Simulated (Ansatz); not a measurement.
TlCl₃:
```
TlCl3
1.0
    3.25228     5.62080     0.00000
   -3.25228     5.62080     0.00000
   -2.10202     0.00000     5.72036
Tl Cl
2 6
Direct
  0.16645   0.16645   0.00000
  0.83355   0.83355   0.00000
  0.58267   0.07164   0.25530
  0.41733   0.92836   0.74470
  0.07164   0.58267   0.74470
  0.92836   0.41733   0.25530
  0.23292   0.76708   0.26156
  0.76708   0.23292   0.73844
```

LDA (plane waves, PAW; program Ansatz) gives a gap of 2.01 eV without spin–orbit coupling, maximum off the standard path, at k = (-0.031, 0.495, 0.146) in fractions of the reciprocal vectors, minimum at Γ.

Q: What happens when spin–orbit coupling is switched on?

A: The gap increases by 0.01 eV, to 2.02 eV; maximum at Y, minimum at Γ.

Q: Give the electron effective mass with spin–orbit coupling.

A: 0.35, 0.45, 0.45 mₑ (principal values).

Q: Give the hole effective mass with spin–orbit coupling.

A: 1.7, 1.9, 11 mₑ (principal values).

Space group C2/m. The first step of the workflow began from a Materials Project structure, measured or hypothetical; the Crystallography Open Database copy checked does not list it. Its standing as an ambient phase is unchecked. Symmetry was held in the LDA relaxation; whether a distortion lowers the energy is not shown. A crystal of weakly bound layers computed without a dispersion correction: the cell and the soft elastic constants depend strongly on that.

Potentials: the later of the program's two PAW sets.
